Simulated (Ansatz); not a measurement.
BaTiO3 (cubic perovskite, Pm-3m) under volume change, DFT-PBEsol in the program Ansatz with PAW potentials, scaled uniformly.

```json
[
 {"V (Å³/atom)": "11.390", "E − E(relaxed) (meV/atom)": "67.7", "P (GPa)": "20.99"},
 {"V (Å³/atom)": "11.765", "E − E(relaxed) (meV/atom)": "28.4", "P (GPa)": "12.81"},
 {"V (Å³/atom)": "12.141", "E − E(relaxed) (meV/atom)": "6.7", "P (GPa)": "5.87"},
 {"V (Å³/atom)": "12.516", "E − E(relaxed) (meV/atom)": "0.0", "P (GPa)": "0.00"},
 {"V (Å³/atom)": "12.892", "E − E(relaxed) (meV/atom)": "6.0", "P (GPa)": "-4.99"},
 {"V (Å³/atom)": "13.267", "E − E(relaxed) (meV/atom)": "22.8", "P (GPa)": "-9.21"},
 {"V (Å³/atom)": "13.642", "E − E(relaxed) (meV/atom)": "48.7", "P (GPa)": "-12.79"}
]
```

**Question.** What does a third-order Birch–Murnaghan fit give for V₀, B₀ and B′?

**Answer.** V₀ = 12.52 Å³/atom, B₀ = 180 GPa, B′ = 4.5.

This is a known high-temperature phase of the composition, computed here at zero pressure and temperature. Symmetry was held in the PBEsol relaxation; whether a distortion lowers the energy is not shown. The run is not spin-polarised. Spin–orbit coupling is left out wherever it is not named.

Potentials: the earlier of the program's two PAW sets. The files were generated under PBE; for other functionals the program regenerates the frozen cores, and for LDA and PBEsol the local potential too.
